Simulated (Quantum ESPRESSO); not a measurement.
Ba2ScCuO4 has the tetragonal space group P4/mmm (No. 123), Pearson symbol tP8. Conventional cell: a = 4.177 Å, b = 4.177 Å, c = 8.079 Å, α = 90.00°, β = 90.00°, γ = 90.00°. O1 on 2f is coordinated by 2 Sc at 2.088 Å and 4 Ba at 2.806 Å (octahedral). O2 on 2g sees 1 Cu at 1.815 Å and 1 Sc at 2.224 Å and 4 Ba at 2.974 Å (octahedral). Sc on 1a has 4 O at 2.088 Å and 2 O at 2.224 Å (octahedral). Cu on 1b is surrounded by 2 O at 1.815 Å (linear). Ba on 2h has 4 O at 2.806 Å and 4 O at 2.974 Å. (Neighbours: up to the widest gap in distance over summed covalent radii, below 1.35, at either atom; cation-cation contacts left out.)

The geometry is that of Materials Project entry mp-1228350, symmetrised and not relaxed again.

What does PBEsol (Quantum ESPRESSO, PseudoDojo norm-conserving, 92 Ry, without SOC) give for the electronic structure near the Fermi level?

The PBEsol gap is indirect, 1.96 eV, from Z to X; the smallest direct gap is 2.02 eV. The filled Cu 3d shell has no Hubbard U; semilocal functionals place it too high.

The structure is a Materials Project entry; no match was found in the copy of COD used, and its stability was not checked.
